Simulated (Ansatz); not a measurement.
AlCo:
```
AlCo
1.0
    2.82239     0.00000     0.00000
    0.00000     2.82239     0.00000
    0.00000     0.00000     2.82239
Co Al
1 1
Direct
  0.00000   0.00000   0.00000
  0.50000   0.50000   0.50000
```

Relaxed with PBEsol. Special points in fractions of this cell's reciprocal vectors: Γ (0.000, 0.000, 0.000); X (0.000, 0.500, 0.000); M (0.500, 0.500, 0.000); R (0.500, 0.500, 0.500).

Problem. List the band energies nearest the Fermi level at these points for plane-wave PAW PBEsol (Ansatz code).

Solution. In eV from the Fermi level; about four levels below and three above (degenerate sets whole), none deeper than 8.9 eV; points with the same levels are listed once.

| k | below | above |
|---|---|---|
| Γ | -3.14 -3.14 -0.86 -0.86 -0.86 | 6.07 6.07 6.07 |
| X | -2.52 -1.78 -1.78 -0.74 | 0.17 8.38 10.68 10.68 |
| M | -2.76 -2.76 -1.57 -1.57 -0.27 | 2.46 3.68 13.04 |
| R | -4.09 -4.09 -4.09 -0.23 -0.23 | 2.32 2.32 2.32 |

Space group Pm-3m (CsCl type). The cell was relaxed with PBEsol under the symmetry of its start. The workflow began spin-polarised and lost its moments.

Potentials: the earlier of the program's two PAW sets. The files were generated under PBE; for other functionals the program regenerates the frozen cores, and for LDA and PBEsol the local potential too.
